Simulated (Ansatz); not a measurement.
Here is the system:

AlP:
```yaml
crystal:
  lattice:
    - [0.00000, 2.73522, 2.73522]
    - [2.73522, 0.00000, 2.73522]
    - [2.73522, 2.73522, 0.00000]
  atoms:
    - { symbol: P, position: [0.75000, 0.75000, 0.75000] }
    - { symbol: Al, position: [0.00000, 0.00000, 0.00000] }
```

This is the PBEsol-relaxed structure. Tensor components refer to the Cartesian frame of this cell.

### Question
All from plane-wave PAW PBEsol (Ansatz code), unless another level is named. Predict the bulk modulus (Birch–Murnaghan fit).

### Answer
86.8 GPa.

### Question
What about the piezoelectric stress constants (proper, relaxed ions, C/m²)?

### Answer
e14 = e25 = e36 = -0.03.

Space group F-43m (zinc blende). The cell was relaxed with PBEsol under the symmetry of its start.

Potentials: the later of the program's two PAW sets.
